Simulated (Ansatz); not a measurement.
## Structures of Ti2Si3: which is lowest?

Plane-wave DFT in Ansatz with scalar-relativistic PAW potentials, cutoff 420 eV, Γ-centred meshes chosen by cell and gap, Gaussian smearing with energies taken to zero width. Every cell was relaxed (cell and atoms) in a run of its own, within the symmetry of its start. Functional: PBE.

Relaxed structures (starts from databases or built by putting these elements on another compound's sites):
A. R-3m, 5 atoms in the computed cell, a = 4.891 Å, c = 10.993 Å; sites (symmetry × multiplicity) Ti 3m × 6, Si .2/m × 9; start: built
B. P-3m1, 5 atoms in the computed cell, a = 3.618 Å, c = 7.188 Å; sites (symmetry × multiplicity) Ti 3m. × 2, Si -3m. × 1 + 3m. × 2; start: built

Problem. Rank them by energy. Could pressure change the order?

Solution.
| structure | group | E − E(lowest) (meV/atom) | V (Å³/atom) | gap on mesh (eV) |
| --- | --- | --- | --- | --- |
| B | P-3m1 | 0.0 | 16.30 | 0.00 |
| A | R-3m | 129 | 15.18 | 0.00 |

B is lowest, 129 meV/atom under A. A is denser by 1.11 Å³/atom, so pressure favours it: ΔE/ΔV, with ΔE in eV and 1 eV/Å³ = 160.2 GPa, gives about 19 GPa for equal enthalpy if both cells were rigid; at such pressures compression changes ΔV much, so this is a scale only. Other structures may lie lower than all of these, and vibrations aren't counted.